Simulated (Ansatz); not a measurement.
LaB6:
```
CELL_PARAMETERS angstrom
      4.15217     0.00000     0.00000
      0.00000     4.15217     0.00000
      0.00000     0.00000     4.15217
ATOMIC_POSITIONS crystal
  La 0.00000 0.00000 0.00000
  B  0.79998 0.50000 0.50000
  B  0.20002 0.50000 0.50000
  B  0.50000 0.79998 0.50000
  B  0.50000 0.20002 0.50000
  B  0.50000 0.50000 0.79998
  B  0.50000 0.50000 0.20002
```

Relaxed with r²SCAN. Special points in fractions of this cell's reciprocal vectors: Γ (0.000, 0.000, 0.000); X (0.000, 0.500, 0.000); M (0.500, 0.500, 0.000); R (0.500, 0.500, 0.500).

Task: List the band energies nearest the Fermi level at these points for plane-wave PAW r²SCAN (Ansatz code).

Result: In eV from the Fermi level; about four levels below and three above (degenerate sets whole), none deeper than 8.9 eV; points with the same levels are listed once.

| k | below | above |
|---|---|---|
| Γ | -7.56 -7.56 -2.05 -2.05 -2.05 | 0.19 0.19 0.19 |
| X | -3.77 -3.77 -3.46 -2.58 -1.65 | 1.59 1.60 1.60 |
| M | -4.78 -4.78 -3.14 -3.14 | 1.10 1.10 2.09 |
| R | -5.10 -5.10 -5.10 -2.61 -2.61 -2.61 | 1.56 1.89 1.89 1.89 |

Space group Pm-3m. The r²SCAN relaxation kept the symmetry of its start; of distortions, only those at the zone centre were tested. Scalar-relativistic: spin–orbit coupling is off unless named, which matters more the heavier the elements.

Potentials: the earlier of the program's two PAW sets.
